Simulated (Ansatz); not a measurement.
# Electric field gradients in Bi$_{2}$Pd

Computed with DFT LDA, scalar-relativistic, plane waves, PAW (Ansatz). Plane waves to 420 eV; Γ-centred k mesh 18×18×18; Fermi-Dirac smearing of 0.15 eV. No spin polarisation.

The cell, relaxed at this level:
```
CELL_PARAMETERS angstrom
-1.66599 1.66599 6.35786
1.66599 -1.66599 6.35786
1.66599 1.66599 -6.35786
ATOMIC_POSITIONS crystal
Bi 0.36339 0.36339 0.00000
Bi 0.63661 0.63661 0.00000
Pd 0.00000 0.00000 0.00000
```

In a metal these results depend on the k mesh and the smearing. Spin–orbit coupling is left out, which matters for gradients at heavy nuclei.

Give V_zz (10²¹ V/m²) and the asymmetry η at each distinct site.

Results:

```
       atom V_zz     η
Bi (atom 1)   1.94  0.00
Pd (atom 3)  -1.68  0.00
```

Cost: 1 run of about 0.4 core-minutes, on Intel Xeon 6975P-C (Granite Rapids) (shared hosts).